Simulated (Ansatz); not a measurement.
Relaxed-ion elastic tensor of Ca (hcp (Mg type), P6_3/mmc) in GPa (Voigt order), DFT-PBEsol in the program Ansatz with PAW potentials; density 1.63 g/cm³, 40.77 Å³ per atom.

```
      1     2     3    4    5    6
-  ----  ----  ----  ---  ---  ---
1  30.2  15.4   7.4  0.0  0.0  0.0
2  15.4  30.2   7.4  0.0  0.0  0.0
3   7.4   7.4  41.7  0.0  0.0  0.0
4   0.0   0.0   0.0  7.2  0.0  0.0
5   0.0   0.0   0.0  0.0  7.2  0.0
6   0.0   0.0   0.0  0.0  0.0  7.4
```

Is the crystal mechanically stable?

Yes: the smallest eigenvalue of C is 7.2 GPa.

Work out the Voigt, Reuss and Hill averages.

K_V = 18.1, K_R = 18.0, K_H = 18.0; G_V = 9.2, G_R = 8.2, G_H = 8.7 GPa.

Give Young's modulus, Poisson's ratio, Pugh's ratio and the universal anisotropy index.

E = 9KG/(3K + G) = 22.5 GPa; ν = 0.29; K/G = 2.07 (ductile by the Pugh limit of 1.75); A_U = 5G_V/G_R + K_V/K_R − 6 = 0.56.

Estimate the sound speeds and the Debye temperature.

v_l = √((K + 4G/3)/ρ) = 4260 m/s, v_t = √(G/ρ) = 2310 m/s, mean 2580 m/s; Θ = (h/k)(3n/4πV)^(1/3) v_m = 223 K.

Solve the Christoffel equation for the three sound speeds along x, y, z.

Eigenvalues of C_ijkl n_j n_l equal ρv². In km/s, slowest first: x 2.11, 2.13, 4.30; y 2.11, 2.13, 4.30; z 2.11, 2.11, 5.05.

How much does each axis shrink under pressure?

Linear compressibilities β_i = Σ_j S_ij (j = 1 to 3): x 19, y 19, z 17 per TPa.

The workflow started from an entry of the Crystallography Open Database (COD, 723 K), which files this formula under 3 space groups. It is not the phase usual at ambient conditions (space group No. 225). The PBEsol relaxation kept the symmetry of its start; its stability against distortions is not shown here. As this level gives no gap, shear constants depend on the k-mesh and smearing (Fermi–Dirac, 0.1 eV here).

Potentials: the later of the program's two PAW sets.
